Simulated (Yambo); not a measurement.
Yambo run on VCu$_{3}$S$_{4}$ (space group P-43m, No. 215). The wavefunctions come from this Quantum ESPRESSO step (PBEsol, PseudoDojo standard norm-conserving files, scalar-relativistic):

```
&CONTROL
  calculation = 'nscf'
  pseudo_dir = './pseudo'
  outdir = './out'
/
&SYSTEM
  ibrav = 0
  nat = 8
  ntyp = 3
  ecutwfc = 92.0
  ecutrho = 368.0
  occupations = 'fixed'
  force_symmorphic = .true.
  nbnd = 306
/
&ELECTRONS
  conv_thr = 8e-09
  diago_full_acc = .true.
  diago_thr_init = 1e-08
/
ATOMIC_SPECIES
S 32.0600 S.upf
V 50.9415 V.upf
Cu 63.5460 Cu.upf
CELL_PARAMETERS angstrom
  5.369880000000   0.000000000000   0.000000000000
  0.000000000000   5.369880000000   0.000000000000
  0.000000000000   0.000000000000   5.369880000000
ATOMIC_POSITIONS crystal
S   0.762920000000   0.237080000000   0.762920000000
S   0.237080000000   0.237080000000   0.237080000000
S   0.237080000000   0.762920000000   0.762920000000
S   0.762920000000   0.762920000000   0.237080000000
V   0.000000000000   0.000000000000   0.000000000000
Cu   0.000000000000   0.500000000000   0.000000000000
Cu   0.500000000000   0.000000000000   0.000000000000
Cu   0.000000000000   0.000000000000   0.500000000000
K_POINTS automatic
2 2 2 0 0 0
```

Yambo input:

```
rim_cut
gw0
dyson
el_el_corr
HF_and_locXC
ppa
em1d
RandQpts= 1000000
RandGvec= 1 Ry
EXXRLvcs= 92 Ry
VXCRLvcs= 368 Ry
Chimod= "HARTREE"
% BndsRnXp
 14 | 304 |
%
NGsBlkXp= 8 Ry
% LongDrXp
 1.0 | 1.0 | 1.0 |
%
PPAPntXp= 27.2114 eV
% GbndRnge
 1 | 304 |
%
GTermKind= "BG"
DysSolver= "n"
ExtendOut
% QPkrange
 1 | 1 | 47 | 48 |
 2 | 2 | 47 | 48 |
 3 | 3 | 47 | 48 |
 4 | 4 | 47 | 48 |
%
```

k points by index: 1 = Γ, 2 = X, 3 = M, 4 = R.

Table of the .qp output:

```
#    K-point    Band    Eo [eV]    E [eV]    E-Eo [eV]    Vxc [eV]    Vnlxc [eV]    Sc|Eo [eV]    Sc|E [eV]    dSc/dw|Eo [eV]    Re(Z)    Im(Z)
#
    1    47    -0.635066    -0.782979    -0.147913    -25.22523    -29.54216    4.115662    4.169018    -9.806207    0.735089    -0.001759
    1    48    1.146976    2.004821    0.857844    -23.09534    -17.21310    -4.707079    -5.024391    -10.06337    0.730017    -0.001897
    2    47    -0.587525    -0.949680    -0.362155    -23.22737    -28.12646    4.412290    4.536934    -9.361395    0.744030    -0.001674
    2    48    1.021697    1.745658    0.723961    -21.50128    -16.40132    -4.123737    -4.376004    -9.480069    0.741623    -0.001779
    3    47    -0.170872    -0.613142    -0.442270    -21.55056    -26.06483    3.926410    4.072004    -8.955066    0.752390    -0.001602
    3    48    1.260858    2.100230    0.839372    -22.67540    -16.75013    -4.777156    -5.085893    -10.00684    0.731126    -0.001889
    4    47    0.000000    -0.419438    -0.419438    -22.21366    -26.77165    3.999960    4.138549    -8.988137    0.751702    -0.001591
    4    48    1.561427    2.195733    0.634306    -20.32932    -15.20011    -4.273301    -4.494902    -9.504388    0.741132    -0.001826
```
(The two width columns are left out.) Convergence of these settings isn't established.

Geometry of the Materials Project entry, not relaxed at this level.

The runs are not spin-polarised; magnetic order was not tried.
